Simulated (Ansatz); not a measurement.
ZrRh3: how the k-point mesh moves the results

The calculation used DFT PBEsol, scalar-relativistic, plane waves, PAW (Ansatz).

```
Zr Rh
1.0
     3.95753    0.00085    0.01664
     0.00085    3.91933   -0.00737
     0.01664   -0.00737    3.88572
Zr Rh
1 3
Direct
  0.98937 0.98605 0.99108
  0.99928 0.49378 0.49224
  0.49495 0.00046 0.48517
  0.50740 0.49215 0.98324
```

The plane-wave cutoff is 420 eV, the occupation rule is Gaussian smearing, 0.1 eV and the spin treatment is unpolarised.

The atoms are held and the k-point mesh is swept. Energies are extrapolated to zero smearing and count from the reference run, 8×8×8. The cell was strained and its atoms displaced at random, so that forces don't vanish. The meshes are Γ-centred. Pressure is positive in compression.

Task: Tried: 1×1×1, 2×2×2, 4×4×4, 6×6×6, 8×8×8. From which k-point mesh on does the energy per atom stay within 100, 10 and 1 meV of the reference?

Result: 4×4×4 for 100 meV, 4×4×4 for 10 meV, none but the reference for 1 meV. The reference itself isn't shown to be converged. At 4×4×4, where the energy is within 10 meV, force components still miss by up to 0.024 eV/Å, where the largest force is 0.548 eV/Å.

```tsv
mesh	ΔE (meV/atom)	P (GPa)	largest change of a force component (eV/Å)	irreducible points
1×1×1	480	9.04	1.183	1
2×2×2	-141	-3.81	0.254	8
4×4×4	-7.42	-2.36	0.024	36
6×6×6	-1.15	-2.60	0.011	112
8×8×8	0.00	-2.42	0.000	260
```